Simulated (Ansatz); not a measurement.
# LaOs₂, a database entry at a rescaled volume

```
La Os
1.0
     0.00000    3.90832    3.90832
     3.90832    0.00000    3.90832
     3.90832    3.90832    0.00000
La Os
2 4
Cartesian
  0.0000 0.0000 0.0000
  1.9542 1.9542 1.9542
  4.8854 4.8854 4.8854
  4.8854 2.9312 2.9312
  2.9312 2.9312 4.8854
  2.9312 4.8854 2.9312
```

Single point in Ansatz 0.2.0 with r2SCAN, no spin polarisation. Cutoff 500 eV, PAW datasets, 6×6×6 Γ-centred k mesh, cold filling (width 0.0102 eV).

(1) Metal or insulator?

(2) How is the charge shared?

(3) Describe some of the short contacts.

(4) What is the formation energy?

Origin: a database entry at a rescaled volume. Caveats: many states at the Fermi level without spin polarisation, so a magnetic state may lie lower; f levels without a U or exact exchange are poorly placed.

Results:

(1) It is a metal, with about 7.8 states/eV a cell as the mean within 0.25 eV of the Fermi level, mostly Os d (81 %).

(2) Bader charges in e: La +1.43, Os -0.72. In the mean La gives up most and Os takes most.

(3) Os–Os at 2.76 Å: least valence density 0.41 e/Å³ and ELF 0.37 there. La–Os at 3.24 Å: least valence density 0.19 e/Å³ and ELF 0.14 there. La–La at 3.38 Å: least valence density 0.10 e/Å³ and ELF 0.03 there. Both are smooth PAW fields, read partly inside the augmentation spheres.

(4) -0.01 eV an atom against the elements' usual phases (free molecules for gases, crystals otherwise, with no correction for O₂ or N₂), too near zero to call. Relaxing would lower it.
